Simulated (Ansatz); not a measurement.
## Ta2N (P-31m): electronic heat capacity and spin susceptibility from the density of states

Theory: DFT PBEsol, scalar-relativistic, plane waves, PAW in Ansatz 0.2.0.

Plane waves to 420 eV, a k mesh through Γ of 12×12×8 on the computed 9-atom cell and Gaussian smearing (0.10 eV); no spin polarisation.

Relaxed cell: P-31m, a = 5.264 Å, b = 5.264 Å, c = 4.913 Å, α = 90.00°, β = 90.00°, γ = 120.00°, 9 atoms in the primitive cell. Whether it is the stable form of this composition wasn't checked.

The density of states at the Fermi level is 2.919 states/eV in the cell of 9 atoms (3 formula units; both spins, tetrahedra on a 18×18×12 mesh).

Question: What Sommerfeld coefficient and Pauli susceptibility does this give?

Answer: Per formula unit N(E_F) = 0.973 states/eV. γ = (π²/3) k_B² N(E_F) N_A = 2.357 mJ/(mol K²) per state/eV, so γ = 2.3 mJ/(mol K²), a mole of formula units. χ_P = μ_B² N(E_F) N_A = 3.23×10⁻⁵ emu/mol per state/eV gives 3.1×10⁻⁵ emu/mol. This is the bare band result: a measured γ of the same phase is as a rule larger by a factor 1 + λ from phonons and spin fluctuations, the spin part of χ is larger by the Stoner factor, and a measured χ also holds orbital and core terms. N(E_F) at one energy is sensitive to the mesh where the density of states has sharp peaks.

Spin-orbit coupling is left out, which matters for the bands of heavy elements.